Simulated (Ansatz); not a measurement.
## CdTe, first-principles data

CdTe:
```yaml
crystal:
  lattice:
    - [4.63961, 0.00000, 0.00000]
    - [-2.31981, 4.01802, 0.00000]
    - [0.00000, 0.00000, 7.59499]
  atoms:
    - { symbol: Cd, position: [0.33333, 0.66667, 0.00015] }
    - { symbol: Cd, position: [0.66667, 0.33333, 0.50015] }
    - { symbol: Te, position: [0.33333, 0.66667, 0.37485] }
    - { symbol: Te, position: [0.66667, 0.33333, 0.87485] }
```

Space group P6_3mc (No. 186), wurtzite; conventional cell a = 4.640 Å, b = 4.640 Å, c = 7.595 Å, α = 90.00°, β = 90.00°, γ = 120.00°.

Method: DFT-HSE06 in the program Ansatz with PAW potentials. Structure relaxed to zero pressure with the same functional. Other levels are named where they apply.

Cell and energy:

- Volume per atom = 35.40 Å³
- Density = 5.63 g/cm³

Electronic structure:

- Band gap = 1.54 eV (direct)
- Valence-band maximum = at Γ
- Conduction-band minimum = at Γ
- Gap with spin–orbit coupling = 1.24 eV (at the special points and the edges found without it)

Mechanics:

* **Bulk modulus (Birch–Murnaghan fit)**: 39.3 GPa
* **Pressure derivative B′**: 4.6

Charges:

Bader charges: Cd +0.64, Te -0.64 e

The workflow started from a Materials Project entry (that database holds measured and hypothetical structures alike); the Crystallography Open Database copy checked does not list it. It is not the phase usual at ambient conditions (space group No. 216). The HSE06 relaxation kept the symmetry of its start; its stability against distortions is not shown here. The hybrid was solved on a coarse mesh, the path and, where they were found, the r²SCAN edge points; its band edges are the extreme levels among these. Scalar-relativistic: spin–orbit coupling is off unless named, which matters more the heavier the elements.

Potentials: the earlier of the program's two PAW sets. The files were generated under PBE; for other functionals the program regenerates the frozen cores, and for LDA and PBEsol the local potential too.
